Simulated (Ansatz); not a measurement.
Computed frozen-phonon scan: Pt (fcc, Cu type)

Pt (fcc, Cu type)

```
Pt
1.0
    0.00000     3.94026     3.94026
    1.97013     0.00000     1.97013
    1.97013     1.97013     0.00000
Pt
2
Cartesian
  0.00000   0.00000   0.00000
  1.97013   3.94026   1.97013
```

A phonon eigenvector at L = (0.5, 0.0, 0.0) is frozen into this cell: atom i moves by Q times the vector below, so Q is the largest atomic displacement, in Å. The cell is held. (q is in reciprocal vectors of the primitive cell; the cell shown is doubled to hold the pattern.)

```
atom       x       y       z
----  ------  ------  ------
Pt1   -0.577   0.577   0.577
Pt2    0.577  -0.577  -0.577
```

Calculation: r2SCAN (plane waves to 500 eV, PAW, scalar-relativistic; Ansatz, a quantum-chemistry and plane-wave program). k mesh 10×20×20 (Γ-centred), Fermi-Dirac smearing 0.05 eV. The energy includes the smearing's −TS. Stress and pressure are positive under compression. With partly filled bands, energies and forces of such displacements shift with the k mesh and the smearing. Pt is run without spin polarisation. Pt was relaxed with its symmetry unable to fall. Spin-orbit coupling is left out, though Pt is heavy. The zero of ΔE is the undisplaced structure.

| Q (Å) | ΔE (meV/cell) | P (GPa) | −dE/dQ from forces (eV/Å) |
|---|---|---|---|
| -0.100 | 271 | 6.7 | 5.545 |
| -0.083 | 187 | 4.6 | 4.555 |
| -0.067 | 119 | 3.0 | 3.602 |
| -0.050 | 67 | 1.7 | 2.677 |
| -0.033 | 29 | 0.7 | 1.773 |
| -0.017 | 7 | 0.2 | 0.883 |
| 0.000 | 0 | 0.0 | 0.000 |
| 0.017 | 7 | 0.2 | -0.883 |
| 0.033 | 29 | 0.7 | -1.773 |
| 0.050 | 67 | 1.7 | -2.677 |
| 0.067 | 119 | 3.0 | -3.602 |
| 0.083 | 187 | 4.6 | -4.555 |
| 0.100 | 271 | 6.7 | -5.545 |

Read from the data:

* **Energy at Q = 0.100 Å**: 271 meV/cell
* **Space group of the distorted cell**: R-3m (No. 166), lowered from Fm-3m
* **Symmetry of the curve**: even: the same for both signs
* **Shape of the curve**: a single well with its minimum at or next to zero displacement
* **Harmonic wavenumber from the curvature (finite differences)**: 192 cm⁻¹
* **Wavenumber by perturbation theory (DFPT, on another k mesh)**: 192 cm⁻¹

(For displaced atoms, the force is minus the slope of the energy, and its curvature is a force constant, which sets phonon frequencies.)
